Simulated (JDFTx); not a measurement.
Reference run:

Ni(111) slab cut from bulk Ni (space group Fm-3m, indices of the conventional cell, lattice of the Materials Project entry mp-23, not re-optimised): 4 atoms in 4 planes, a 1x1 cell of 5.23 Å² (|a| = 2.457, |b| = 2.457 Å), 6.0 Å between the outermost planes, cell height 22.0 Å, 12×12×1 k mesh, Fermi smearing 0.004 Ha, spin-polarised from a ferromagnetic start.

The reference is PBE, GBRV ultrasoft potentials, plane waves to 20/100 Ha; code: a modified build of JDFTx. Unrelaxed; liquid: linear PCM (GLSSA13), water, 1 M NaCl. Potentials are on the SHE scale by the convention U = −μ/e − 4.44 V; references calibrated for a solvation model differ from this value.

```json
[
 {"cell height": "14.0 Å", "work function (eV)": "5.11", "U_pzc (V)": "0.41", "mean C above U_pzc (μF/cm²)": "17 over 0.5 V", "k states × plane waves": "38 × 2111", "cycles, vacuum run": "23", "rough core time, vacuum run": "2 min"},
 {"cell height": "16.0 Å", "work function (eV)": "5.11", "U_pzc (V)": "0.41", "mean C above U_pzc (μF/cm²)": "17 over 0.5 V", "k states × plane waves": "38 × 2411", "cycles, vacuum run": "25", "rough core time, vacuum run": "3 min"},
 {"cell height": "22.0 Å", "work function (eV)": "5.11", "U_pzc (V)": "0.41", "mean C above U_pzc (μF/cm²)": "–", "k states × plane waves": "38 × 3316", "cycles, vacuum run": "32", "rough core time, vacuum run": "5 min"},
 {"cell height": "30.0 Å", "work function (eV)": "5.11", "U_pzc (V)": "0.41", "mean C above U_pzc (μF/cm²)": "–", "k states × plane waves": "38 × 4520", "cycles, vacuum run": "41", "rough core time, vacuum run": "7 min"}
]
```

The work function stays within 0.01 eV over all these settings; capacitances repeat to about ±0.2 μF/cm². Core times come from shared machines and are rough, one run each.
